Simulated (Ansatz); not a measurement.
W (bcc (W type), Im-3m) under volume change, LDA in the plane-wave PAW code Ansatz, scaled uniformly.

```
V (Å³/atom)  E − E(relaxed) (meV/atom)  P (GPa)
-----------  -------------------------  -------
14.035                           153.0    38.17
14.497                            64.5    23.50
14.960                            15.3    10.87
15.423                             0.0     0.00
15.885                            13.9    -9.39
16.348                            52.9   -17.44
16.811                           113.5   -24.31
```

Problem. What does a third-order Birch–Murnaghan fit give for V₀, B₀ and B′?

Solution. V₀ = 15.42 Å³/atom, B₀ = 335 GPa, B′ = 4.0.

The LDA relaxation kept the symmetry of its start. The run is not spin-polarised. Spin–orbit coupling is left out wherever it is not named.

Potentials: the earlier of the program's two PAW sets. The files were generated under PBE; for other functionals the program regenerates the frozen cores, and for LDA and PBEsol the local potential too.
